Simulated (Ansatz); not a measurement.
A geometry of KTaO$_{3}$ away from equilibrium: step 2 of the relaxation of a relaxed KTaO3 cell, doubled along one cell vector, shaken by Gaussian noise of σ = 0.08 Å a coordinate. These are r2SCAN (plane waves to 500 eV, PAW, scalar-relativistic; Ansatz, a first-principles code) values and carry that method's errors. Γ-centred k-mesh 3×6×6 on the run's cell (coarser than for final values), Fermi–Dirac smearing 0.05 eV.

```
KTaO3
1.0
    8.01516     0.02303     0.00304
    0.01151     3.98671    -0.00543
    0.00152    -0.00543     3.99210
K Ta O
2 2 6
Cartesian
  2.12197   2.00062   1.93814
  6.01228   1.98409   1.94257
  0.09497   0.10521  -0.08614
  4.06948   0.05826  -0.05756
  0.02061   2.04794  -0.08744
  3.94880   2.03309  -0.02490
  0.08117   0.01914   1.91278
  4.00924  -0.00147   1.95429
  2.00840   0.03676  -0.08119
  6.02034   0.04783  -0.03458
```

### Question
Which atoms carry the largest force, and which way does it point?

### Answer
0.52 eV/Å, on O6 (atoms numbered as listed); on O6 its components are (0.44, -0.24, -0.11).

### Question
What is the pressure?

### Answer
-0.2 GPa, compression positive.

### Question
How much energy per atom can still be gained by relaxing?

### Answer
0.01 eV/atom; the path ends in Amm2 (No. 38) at a tolerance of 0.01 Å, Pm-3m (No. 221) at 0.1 Å.

No spin polarisation in the result.

The end of the path is a generated cell of KTaO3: the first start was made by placing the elements on the sites of a structure type, and the end was not matched to a known phase here, so it may be hypothetical. Known forms of KTaO3 include space group No. 221.
